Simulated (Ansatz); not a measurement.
**CaBrO: reading a single point**

```
Ca O Br
1.0
     4.03338    0.00000    0.00000
     0.00000    3.71386    0.00000
     0.00000    0.00000    9.08388
Ca O Br
2 2 2
Direct
  0.25000 0.75000 0.11080
  0.75000 0.25000 0.88920
  0.25000 0.25000 0.94500
  0.75000 0.75000 0.05500
  0.25000 0.25000 0.32800
  0.75000 0.75000 0.67200
```

The numbers come from plane-wave PAW DFT (Ansatz): r2SCAN, no spin polarisation, 500 eV, 8×9×4 Γ-centred k points, fermi-dirac occupations (width 0.1 eV). Nothing was relaxed.

Q: What happens at the Fermi level?

A: It is a metal, with about 10 states/eV a cell as the mean within 0.25 eV of the Fermi level, mostly Br p (50 %) and O p (48 %).

Q: Is the cell too large or too small?

A: The pressure is 8.7 GPa (compression positive), so with the atoms held at these fractions the cell would first expand; the forces are large, so a full relaxation may end otherwise. The principal stresses 6.3, 7.4, 12.5 GPa differ, so its shape would change too.

Q: Describe some of the short contacts.

A: Ca–O at 2.08 Å: least valence density 0.51 e/Å³ and ELF 0.15 there. Br–Ca at 2.71 Å: least valence density 0.23 e/Å³ and ELF 0.10 there. These are pseudo-fields; inside the PAW spheres they differ from the all-electron ones.

Q: Which atom feels the largest force, and which way?

A: The largest is on Br5 (and as large on other atoms): 1.42 eV/Å, components (0.00, 0.00, 1.42). It makes 137° with the line to a nearest neighbour, Ca1 at 2.71 Å, pointing away from it.

Origin: a known structure type with other elements, at an estimated volume, so it need not be a known compound. Caveats: many states at the Fermi level without spin polarisation, so a magnetic state may lie lower.
